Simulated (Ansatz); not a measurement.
Ba3PbO:
```xyz
5
Lattice="5.4893 0.0000 0.0000 0.0000 5.4893 0.0000 0.0000 0.0000 5.4893" Properties=species:S:1:pos:R:3 pbc="T T T"
Pb     0.0000     0.0000     0.0000
Ba     0.0000     2.7446     2.7446
Ba     2.7446     0.0000     2.7446
Ba     2.7446     2.7446     0.0000
O      2.7446     2.7446     2.7446
```

Relaxed with r²SCAN.

**Question.** Give the Bader charges and basin volumes of the independent atoms, DFT-r²SCAN in the program Ansatz with PAW potentials.

**Answer.** 

```json
[
 {"atom": "Pb1", "Bader charge (e)": "-2.14", "Bader volume (Å³)": "59.9"},
 {"atom": "Ba2", "Bader charge (e)": "+1.21", "Bader volume (Å³)": "29.6"},
 {"atom": "O5", "Bader charge (e)": "-1.50", "Bader volume (Å³)": "16.7"}
]
```

Space group Pm-3m (anti-perovskite). The workflow started from an entry of the Crystallography Open Database (COD). Whether it is the stable phase at ambient conditions was not checked. Symmetry was held in the r²SCAN relaxation; whether a distortion lowers the energy is not shown. Spin–orbit coupling is left out wherever it is not named.

Potentials: the later of the program's two PAW sets.
